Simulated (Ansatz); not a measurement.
Input:

AlCr$_{2}$C:
```
AlCr2C
1.0
    2.81245     0.00000     0.00000
   -1.40623     2.43566     0.00000
    0.00000     0.00000    12.59458
Al Cr C
2 4 2
Direct
  0.66667   0.33333   0.25000
  0.33333   0.66667   0.75000
  0.33333   0.66667   0.41570
  0.66667   0.33333   0.58430
  0.66667   0.33333   0.91570
  0.33333   0.66667   0.08430
  0.00000   0.00000   0.50000
  0.00000   0.00000   0.00000
```

This is the PBEsol-relaxed structure.

**Question.** All from the program Ansatz at the PBEsol level (PAW), unless another level is named. Estimate the Hill bulk and shear moduli.

**Answer.** 201 and 143 GPa.

**Question.** Give the highest zone-centre frequency.

**Answer.** 698 cm⁻¹.

Space group P6_3/mmc. The cell was relaxed with PBEsol under the symmetry of its start; of distortions, only those at the zone centre were tested. No spin polarisation was allowed. As this level gives no gap, shear constants depend on the k-mesh and smearing (Fermi–Dirac, 0.1 eV here). As this level gives no gap, phonon frequencies hold no LO–TO term and depend on the k-mesh and smearing (Fermi–Dirac, 0.1 eV here). On the denser mesh and wider smearing of the elastic run this cell carries a stress of 0.4 GPa.

Potentials: the later of the program's two PAW sets.
